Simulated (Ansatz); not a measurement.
Data:

Be2C:
```cif
data_C4Be8
_chemical_formula_sum 'Be8 C4'
_space_group_name_H-M_alt 'Fm-3m'
_space_group_IT_number 225
_space_group_name_Hall '-F 4 2 3'
_cell_length_a 4.26833
_cell_length_b 4.26833
_cell_length_c 4.26833
_cell_angle_alpha 90.000
_cell_angle_beta 90.000
_cell_angle_gamma 90.000
loop_
_atom_site_label
_atom_site_type_symbol
_atom_site_symmetry_multiplicity
_atom_site_Wyckoff_symbol
_atom_site_fract_x
_atom_site_fract_y
_atom_site_fract_z
_atom_site_occupancy
Be1 Be 8 c 0.25000 0.25000 0.25000 1
C1 C 4 a 0.00000 0.00000 0.00000 1
```
(The calculation used a cell of 3 atoms; values per cell refer to that cell.)

This is the LDA-relaxed structure.

Problem. All from LDA (plane waves, PAW; program Ansatz), unless another level is named. Estimate the Hill bulk and shear moduli.

Solution. 217 and 250 GPa.

Problem. Next, the vibrational entropy at 300 K?

Solution. 6.1 J/(K·mol of atoms).

Problem. Predict the zero-point energy.

Solution. 118.9 meV/atom.

The cell was relaxed with LDA under the symmetry of its start; phonons on a q-mesh show no instability.

Potentials: the later of the program's two PAW sets.
